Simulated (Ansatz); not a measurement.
Data:

WS₂:
Space group P6₃/mmc (No. 194); a = b = 3.1720 Å, c = 12.5522 Å, α = β = 90.00°, γ = 120.00°

| atom | site | symmetry | x | y | z |
|---|---|---|---|---|---|
| W | 2c | -6m2 | 0.3333 | 0.6667 | 0.2500 |
| S | 4f | 3m. | 0.6667 | 0.3333 | 0.1257 |

This is the r²SCAN+D4-relaxed structure.

All from r²SCAN+D4 (plane waves, PAW; program Ansatz), unless another level is named. Predict the bulk modulus (Birch–Murnaghan fit).

36.9 GPa.

Next, the vibrational entropy at 300 K?

22.4 J/(K·mol of atoms).

What about the zero-point energy?

53.0 meV/atom.

And the highest zone-centre frequency (without LO–TO term)?

443 cm⁻¹.

Space group P6_3/mmc. The r²SCAN+D4 relaxation kept the symmetry of its start; phonons on a q-mesh show no instability. The run is not spin-polarised. Scalar-relativistic: spin–orbit coupling is off unless named, which matters more the heavier the elements.

Potentials: the earlier of the program's two PAW sets.
